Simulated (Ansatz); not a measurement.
**³⁵Cl nuclear quadrupole resonance in Ca7H12Cl2**

Cell: a Materials Project structure (computed, not necessarily an observed phase).

Space group P-6 (No. 174); a = 9.3152, c = 3.6719 Å, γ = 120.00°.

```
site  Wyckoff  site symmetry       x       y       z
 Ca1       1f           -6..  0.6667  0.3333  0.5000
 Ca2       3k            m..  0.0777  0.4386  0.5000
 Ca5       3j            m..  0.7814  0.0514  0.0000
  H8       3k            m..  0.3913  0.1759  0.5000
 H10       3k            m..  0.3021  0.3921  0.5000
 H14       3j            m..  0.5649  0.1182  0.0000
 H15       3j            m..  0.0575  0.2854  0.0000
Cl20       1b           -6..  0.0000  0.0000  0.5000
Cl21       1c           -6..  0.3333  0.6667  0.0000
```

One atom of each set is listed.

The numbers come from a DFT calculation in Ansatz (PBE, plane waves and PAW, scalar-relativistic, 420 eV cutoff, Γ-centred 4×4×8 k-points, Fermi–Dirac smearing 0.05 eV).

³⁵Cl: I = 3/2, Q = -81.12 mb (year-2017 value). Static lattice, zero field.

Sites with a gradient: Cl20 (1 atom; 6 Ca at 2.95 Å); Cl21 (1 atom; 6 Ca at 2.91 Å).

(1) The simulated spectrum has lines at 1.06, 1.42 MHz. Sort them into the sets that belong together, and say which site each set most likely comes from.

## Answers

(1) For I = 3/2 there is one line, ν = (|C_Q|/2)(1 + η²/3)^½. Cl20: 1.06 MHz (|C_Q| = 2.11 MHz, η = 0.00). Cl21: 1.42 MHz (|C_Q| = 2.84 MHz, η = 0.00).

The sites follow from the calculation. An axis of threefold or higher order runs through Cl20 and Cl21, so V_zz lies along it and η is zero. Like point charges on the first shell alone (each adding as 1/d³) would give the same order.
